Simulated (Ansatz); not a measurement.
Space group Fm-3m (No. 225). a = 4.831 Å, b = 4.831 Å, c = 4.831 Å, α = 90.00°, β = 90.00°, γ = 90.00°
```csv
atom,site,symmetry,x,y,z
N,4a,m-3m,0.0000,0.0000,0.0000
```

Equation of state of this N structure (not necessarily the ground state), with shape and atoms relaxed at each volume where symmetry leaves them free. Method: DFT LDA, scalar-relativistic, plane waves, PAW in Ansatz 0.2.0.

Plane waves to 420 eV, a k mesh through Γ of 6×6×6 on the computed 4-atom cell and Gaussian smearing (0.02 eV); collinear spin.

```csv
V (Å³/atom),E − E(largest V) (meV/atom),P (GPa),gap on mesh (eV)
24.801,2.51,0.60,1.26
25.647,-0.04,0.39,1.39
26.492,-1.71,0.22,1.50
27.338,-2.48,0.09,1.61
28.183,-2.67,-0.02,1.72
29.029,-2.22,-0.11,1.81
29.874,-1.52,-0.18,1.90
31.002,0.00,-0.24,2.02
```

Question: Fit a third-order Birch–Murnaghan equation to E(V).

Answer: V0 = 27.99 Å³/atom, B0 = 3 GPa, B0' = 6.5.